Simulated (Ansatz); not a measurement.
Fields on a plane of TiCo2 (cubic Laves, MgCu2 type)

```yaml
crystal:
  lattice:
    - [0.00000, 3.27660, 3.27660]
    - [3.27660, 0.00000, 3.27660]
    - [3.27660, 3.27660, 0.00000]
  atoms:
    - { symbol: Ti, position: [0.00000, 0.00000, 0.00000] }
    - { symbol: Ti, position: [0.25000, 0.25000, 0.25000] }
    - { symbol: Co, position: [0.12500, 0.62500, 0.62500] }
    - { symbol: Co, position: [0.62500, 0.62500, 0.12500] }
    - { symbol: Co, position: [0.62500, 0.12500, 0.62500] }
    - { symbol: Co, position: [0.62500, 0.62500, 0.62500] }
```

The slice is a {110} plane (indices of the conventional cell) through the point (0.625, 0.625, 0.625) (fractional), spanned by u = [100] and v = [1 -1 -1] in vectors of this cell: u (4.63 Å) and v (6.55 Å, at 90° to u). It covers one period; positions are fractions (u, v).

Atoms on it: Ti at (0.75, 0.62); Ti at (0.25, 0.38); Co at (0.50, 0.00); Co at (0.00, 0.00).

Method: PBEsol (plane waves to 420 eV, PAW, scalar-relativistic; Ansatz, a quantum-chemistry and plane-wave program). k mesh 12×12×12. These are valence fields of a PAW run, semicore shells included where kept as valence: close to a nucleus they are smooth pseudo fields. TiCo2 is run without spin polarisation. TiCo2 was relaxed with its symmetry unable to fall.

```
|%%##++::....--**%%%%**--....::++##|
|++++--......::==++++==::......--++|
|::::..........::::::::..    ....::|
|......................          ..|
|    ............                  |
|    ..........        ..::::::..  |
|    ..........      ..--++++==::..|
|      ......      ..--++******==..|
|                  ..--****##**++::|
|                    --++******==..|
|                    ..--++++==::  |
|    ..::::::..        ..::::::..  |
|    ::==++++--..                  |
|  ..==******++--                  |
|  ::++**##****--..                |
|  ..==******++--..      ......    |
|  ..::==++++--..      ..........  |
|    ..::::::..        ..........  |
|                    ............  |
|....          ....................|
|::::....    ..::::::::..........::|
|++++--......::==++++==::......--++|
|%%##++::....--**%%%%**--....::++##|
|@@%%++--..::==##@@@@##==::..--++%%|
```
Scale: ten equal steps from -0.76 (start of ' ') to 1.76 (end of '@'), in the order ' .:-=+*#%@'. Values: log₁₀ of the valence density in e/Å³. The map has 17 points along u (two characters each, u = 0 at the left) and 24 along v (v = 0 in the bottom row). The scale is logarithmic, as a density can span decades between atoms and voids.

```
|xx51312xxxx21314x|
|75114213663123125|
|11135421111245311|
|22444443223333432|
|55433345543100024|
|45433335530134201|
|25433345411799940|
|145444553059xxx81|
|04655555206xxxx92|
|034433442059xxx91|
|02100001101799940|
|00024310000134200|
|00499971011000012|
|019xxx95024433443|
|029xxxx6025555564|
|118xxx95035544454|
|20499971145433345|
|41024310355333345|
|54200013455433345|
|22343333223444442|
|11135421111245311|
|75213213663124115|
|xx41312xxxx21315x|
|xx71213xxxx31217x|
```
Scale: ten equal steps from 0.09 (start of '0') to 0.66 (end of '9'), in the order '0123456789'. Values: electron localisation function (ELF). The map has 17 points along u (one character each, u = 0 at the left) and 24 along v (v = 0 in the bottom row). Points within 0.5 Å of a nucleus are blanked (x), as the pseudised field means little there.

| Property | Value |
|---|---|
| Density on the Co–Co line (2.32 Å) at its midpoint | 0.46 e/Å³ |
| ELF at that point | 0.3 |
